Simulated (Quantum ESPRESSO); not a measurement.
## Band energies of PbSe

```xyz
2
Lattice="0.0000 3.0908 3.0908 3.0908 0.0000 3.0908 3.0908 3.0908 0.0000" Properties=species:S:1:pos:R:3 pbc="T T T"
Se     3.0908     3.0908     3.0908
Pb     0.0000     0.0000     0.0000
```

norm-conserving PBE (Quantum ESPRESSO, 86 Ry, scalar-relativistic); path ΓXWKΓLUWLK,UX; energies in eV from the valence-band maximum.

```csv
k (1/Å),point,band 11,band 12,band 13,band 14,band 15,band 16,band 17,band 18
0.00,Γ,-13.33,-6.33,-1.72,-1.72,-1.72,4.66,4.66,4.66
0.45,,-12.87,-7.21,-2.31,-2.31,-1.09,2.07,4.64,4.64
1.02,X,-12.00,-7.32,-4.71,-3.03,-3.03,3.85,5.51,5.51
1.52,W,-11.97,-7.89,-3.99,-3.99,-0.71,1.93,4.95,4.95
1.64,,-11.98,-7.89,-4.17,-3.65,-0.99,2.23,4.65,5.18
1.88,K,-12.01,-7.91,-4.32,-2.54,-2.25,3.40,3.99,5.38
2.21,,-12.32,-8.14,-3.42,-1.56,-0.86,1.58,2.33,4.53
2.75,,-13.22,-6.67,-1.89,-1.59,-1.39,3.52,3.85,4.48
2.96,Γ,-13.33,-6.33,-1.72,-1.72,-1.72,4.66,4.66,4.66
3.26,,-13.13,-6.93,-1.65,-1.65,-1.32,3.14,3.67,3.67
3.74,,-12.37,-8.55,-1.35,-1.35,-0.15,0.58,1.85,1.85
3.84,L,-12.33,-8.62,-1.33,-1.33,0.00,0.39,1.78,1.78
4.26,,-12.12,-8.22,-3.60,-2.13,-1.67,2.47,3.12,4.60
4.46,U,-12.01,-7.91,-4.32,-2.54,-2.25,3.40,3.99,5.38
4.82,W,-11.97,-7.89,-3.99,-3.99,-0.71,1.93,4.95,4.95
5.27,,-12.23,-8.44,-2.57,-2.14,-0.71,1.25,2.76,3.45
5.54,L,-12.33,-8.62,-1.33,-1.33,0.00,0.39,1.78,1.78
5.72,,-12.28,-8.54,-2.09,-1.55,-0.66,1.06,2.11,2.77
6.17,K,-12.01,-7.91,-4.32,-2.54,-2.25,3.40,3.99,5.38
6.17,U,-12.01,-7.91,-4.32,-2.54,-2.25,3.40,3.99,5.38
6.52,X,-12.00,-7.32,-4.71,-3.03,-3.03,3.85,5.51,5.51
```

The PBE gap is direct, 0.39 eV at L.

Spin-orbit coupling is left out; with 6p states at a band edge it can lower the gap by many tenths of an eV, most of a small gap.

Geometry of the Materials Project entry, not relaxed at this level.
